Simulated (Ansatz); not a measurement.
GePt:
```yaml
crystal:
  lattice:
    - [5.77469, 0.00000, 0.00000]
    - [0.00000, 3.72010, 0.00000]
    - [0.00000, 0.00000, 6.11012]
  atoms:
    - { symbol: Pt, position: [0.49725, 0.25000, 0.69324] }
    - { symbol: Pt, position: [0.99725, 0.25000, 0.80676] }
    - { symbol: Pt, position: [0.50275, 0.75000, 0.30676] }
    - { symbol: Pt, position: [0.00275, 0.75000, 0.19324] }
    - { symbol: Ge, position: [0.68657, 0.25000, 0.08754] }
    - { symbol: Ge, position: [0.18657, 0.25000, 0.41246] }
    - { symbol: Ge, position: [0.31343, 0.75000, 0.91246] }
    - { symbol: Ge, position: [0.81343, 0.75000, 0.58754] }
```

Relaxed with r²SCAN. Special points in fractions of this cell's reciprocal vectors: Γ (0.000, 0.000, 0.000); X (0.500, 0.000, 0.000); S (0.500, 0.500, 0.000); Y (0.000, 0.500, 0.000); Z (0.000, 0.000, 0.500); U (0.500, 0.000, 0.500); R (0.500, 0.500, 0.500); T (0.000, 0.500, 0.500).

Task: List the band energies nearest the Fermi level at these points for the program Ansatz at the r²SCAN level (PAW).

Result: In eV from the Fermi level; about four levels below and three above (degenerate sets whole), none deeper than 8.9 eV; points with the same levels are listed once.

```
k                    below                above
-  -----------------------  -------------------
Γ  -2.66 -1.59 -1.59 -1.08       0.67 1.00 3.04
X  -2.70 -2.70 -0.02 -0.02  1.28 1.28 2.46 2.46
S  -2.03 -2.03 -2.03 -2.03  0.60 0.60 0.60 0.60
Y  -1.73 -1.73 -0.21 -0.21  2.22 2.22 2.26 2.26
Z  -2.01 -2.01 -0.08 -0.08  1.03 1.03 2.05 2.05
U  -3.13 -3.13 -1.39 -1.39  0.68 0.68 1.86 1.86
R  -2.70 -2.70 -2.70 -2.70  2.56 2.56 2.56 2.56
T  -2.67 -2.67 -2.33 -2.33  0.43 0.43 1.13 1.13
```

Space group Pnma. The r²SCAN relaxation kept the symmetry of its start. No spin polarisation was allowed. Scalar-relativistic: spin–orbit coupling is off unless named, which matters more the heavier the elements.

Potentials: the later of the program's two PAW sets.
